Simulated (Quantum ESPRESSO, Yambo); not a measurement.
TlBr (rock salt, space group Fm-3m, No. 225): static response along x against the Γ-centred k mesh (Yambo on PBEsol (pw.x of Quantum ESPRESSO, ONCV potentials, no spin-orbit coupling) bands; 52 bands, 4 Ry block). The smallest direct PBEsol gap is 2.06 eV.

```
k mesh  ε(0), independent particles  ε(0), RPA with local fields
------  ---------------------------  ---------------------------
4×4×4                          5.99                         4.95
6×6×6                          5.68                         4.66
8×8×8                           ___                          ___
```

Question: What does the densest mesh give?

Answer: 
- 8×8×8, ε(0), independent particles: 5.64
- 8×8×8, ε(0), RPA with local fields: 4.63

The last step changes the RPA value by 0.6 %. Electronic response only; costs are rough.

Geometry of the Materials Project entry, not relaxed at this level; primitive cell a = b = c = 4.7264 Å, α = β = γ = 60.00°.

This is not the ordinary phase of the substance; no match was found in the copy of COD used, and its stability was not checked.
